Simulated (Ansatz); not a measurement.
The calculation used Ansatz 0.2.0, DFT PBE, scalar-relativistic, plane waves, PAW. All cells share a 420 eV cutoff and Γ-centred k meshes spaced about 0.3 Å⁻¹ or finer (0.25 for metals, 2π included). No spin polarisation.

These are static total energies at zero pressure.

Two forms of Cu5Mo were relaxed alike.

A.

```yaml
crystal:
  lattice:
    - [2.64274, 0.00000, 0.00000]
    - [-1.32137, 2.28868, 0.00000]
    - [0.00000, 0.00000, 25.50447]
  atoms:
    - { symbol: Cu, position: [0.00000, 0.00000, 0.13873] }
    - { symbol: Cu, position: [0.66667, 0.33333, 0.21943] }
    - { symbol: Cu, position: [0.00000, 0.00000, 0.86127] }
    - { symbol: Cu, position: [0.33333, 0.66667, 0.78057] }
    - { symbol: Cu, position: [0.00000, 0.00000, 0.37983] }
    - { symbol: Cu, position: [0.66667, 0.33333, 0.45993] }
    - { symbol: Cu, position: [0.33333, 0.66667, 0.29974] }
    - { symbol: Cu, position: [0.66667, 0.33333, 0.70026] }
    - { symbol: Cu, position: [0.00000, 0.00000, 0.62017] }
    - { symbol: Cu, position: [0.33333, 0.66667, 0.54007] }
    - { symbol: Mo, position: [0.33333, 0.66667, 0.04909] }
    - { symbol: Mo, position: [0.66667, 0.33333, 0.95091] }
```

B.

```yaml
crystal:
  lattice:
    - [2.63200, 0.00000, 0.00000]
    - [-1.31600, 2.27938, 0.00000]
    - [0.00000, 0.00000, 12.83522]
  atoms:
    - { symbol: Cu, position: [0.66667, 0.33333, 0.82143] }
    - { symbol: Cu, position: [0.33333, 0.66667, 0.66030] }
    - { symbol: Cu, position: [0.33333, 0.66667, 0.17857] }
    - { symbol: Cu, position: [0.66667, 0.33333, 0.33970] }
    - { symbol: Cu, position: [0.00000, 0.00000, 0.50000] }
    - { symbol: Mo, position: [0.00000, 0.00000, 0.00000] }
```

Question: Which would you expect to be lower, and how large is the difference?

Answer: A is lower, by 20 meV/atom. A has Cu and Mo ordered on fcc sites, space group P-3m1 (No. 164), 12.9 Å³/atom and no gap on its mesh; B has Cu and Mo ordered on fcc sites, space group P-3m1 (No. 164), 12.8 Å³/atom and no gap. Even the lower one lies +0.11 eV/atom against the reference forms of the elements (uncorrected), so neither is stable at this level. In A, Cu on its first site is surrounded by 9 Cu at 2.56–2.64 Å and 3 Mo at 2.75 Å; Cu on its second site has 12 Cu at 2.55–2.64 Å; around Mo lie 6 Mo at 2.64 Å, 3 Cu at 2.75 Å and 3 Mo at 2.93 Å; 3 more sites not described. In B, Cu on a site of symmetry 3m is surrounded by 9 Cu at 2.57–2.63 Å and 3 Mo at 2.75 Å; around Cu on a second site of symmetry 3m lie 12 Cu at 2.56–2.63 Å; Mo is surrounded by 6 Mo at 2.63 Å and 6 Cu at 2.75 Å; 1 more site not described. Both come from trial cells of a structure search, whose lowest cell (P4/nmm, 12.6 Å³/atom) lies 45 meV/atom below the lower of the two.

For metals, differences of a few meV/atom aren't resolved. Trial moments fell under 0.15 μB along the way in P-3m1; another start might hold them. Cells relaxed within their symmetry can be saddle points. Some types were kept out of the candidates beforehand, so the set may lack a known form.
